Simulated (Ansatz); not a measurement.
MgAl3N3O in space group Pm (No. 6; Pearson symbol mP8), the program Ansatz at the PBE level (PAW), all energies at zero smearing, with the estimated change up to a 700 eV cutoff added, with one set of potentials and settings (totals compare only within such a set). Cell of 8 atoms (1 Mg, 3 Al, 1 O, 3 N): -5265.428 eV.

| element | reference phase | E (eV/atom) |
|---|---|---|
| Mg | P6_3/mmc, 2 atoms in the cell | -1923.8027 |
| Al | Fm-3m, 1 atoms in the cell | -537.5055 |
| O | C2/m, 4 atoms in the cell, spin-polarised | -565.0042 |
| N | Pa-3, 8 atoms in the cell | -384.0342 |

Formation energy per atom, worked out: (-5265.428 − 1×(-1923.8027) − 3×(-537.5055) − 1×(-565.0042) − 3×(-384.0342))/8 = -1.500 eV/atom (-145 kJ per mol of atoms), at 0 K, without zero-point energy or fitted corrections.

The start of the workflow was typed in or built on a structure type; neither database checked (COD, Materials Project) lists it. Its standing as an ambient phase is unchecked. The PBE relaxation kept the symmetry of its start; whether a distortion lowers the energy is not shown. The references are the lowest solids computed at this level, not always the standard phases (solids in place of the gases).

Potentials: the earlier of the program's two PAW sets.
